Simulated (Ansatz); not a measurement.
Relax this structure to zero stress and force, keeping its symmetry:

Space group P-62m (No. 189). a = 6.816 Å, b = 6.816 Å, c = 3.299 Å, α = 90.00°, β = 90.00°, γ = 120.00°
```csv
atom,site,symmetry,x,y,z
Nb,3g,m2m,0.4019,0.4019,0.5000
Si,2c,-6..,0.6667,0.3333,0.0000
Si,1b,-62m,0.0000,0.0000,0.5000
Re,3f,m2m,0.7414,0.7414,0.0000
```

All numbers below come from DFT r2SCAN, scalar-relativistic, plane waves, PAW (Ansatz 0.2.0).

Cutoff 500 eV; k points 6×6×12 on the computed 9-atom cell (Γ-centred); Gaussian smearing, width 0.10 eV; no spin polarisation.

Problem. What does it relax to?

Solution. The volume rises by 0.10 Å³/atom to 14.85 Å³/atom, and the energy falls by 0.6 meV/atom. Final structure:
```xyz
9
Lattice="6.8293 0.0000 0.0000 -3.4147 5.9144 0.0000 0.0000 0.0000 3.3082" Properties=species:S:1:pos:R:3 pbc="T T T"
Nb    1.3736    2.3792    1.6541
Nb    4.0820    0.0000    1.6541
Nb   -2.0410    3.5351    1.6541
Si    3.4147    1.9715    0.0000
Si    0.0000    3.9429    0.0000
Si    0.0000    0.0000    1.6541
Re    2.5345    4.3899    0.0000
Re    1.7603    0.0000    0.0000
Re   -0.8801    1.5245    0.0000
```

Spin–orbit coupling is left out, which can shift energies with elements as heavy as these.

Cost: 1 run of about 5 core-minutes, on Oxide Virtual Turin-like Processor (Zen 5) (shared hosts).